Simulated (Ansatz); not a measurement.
Here is the system:

V4GaS8:
```
V4GaS8
1.0
    0.00000     4.75361     4.75361
    4.75361     0.00000     4.75361
    4.75361     4.75361     0.00000
V Ga S
4 1 8
Direct
  0.60390   0.60390   0.18831
  0.60390   0.18831   0.60390
  0.18831   0.60390   0.60390
  0.60390   0.60390   0.60390
  0.00000   0.00000   0.00000
  0.86241   0.86241   0.41278
  0.86241   0.41278   0.86241
  0.41278   0.86241   0.86241
  0.86241   0.86241   0.86241
  0.36948   0.36948   0.89155
  0.36948   0.89155   0.36948
  0.89155   0.36948   0.36948
  0.36948   0.36948   0.36948
```

This is the PBEsol-relaxed structure.

**Question.** All from the program Ansatz at the PBEsol level (PAW), unless another level is named. Estimate the Poisson's ratio.

**Answer.** 0.26.

**Question.** Predict the elastic constants (relaxed ions, GPa).

**Answer.** C11 = 147, C12 = 61.0, C44 = 57.4.

Space group F-43m. The first step of the workflow began from a Materials Project structure, measured or hypothetical; the Crystallography Open Database files this formula in space group No. 216, but the cells were not matched. Whether it is the stable phase at ambient conditions was not checked. Symmetry was held in the PBEsol relaxation; its stability against distortions is not shown here. The workflow began spin-polarised and lost its moments. As this level gives no gap, shear constants depend on the k-mesh and smearing (Fermi–Dirac, 0.1 eV here).

Potentials: the later of the program's two PAW sets.
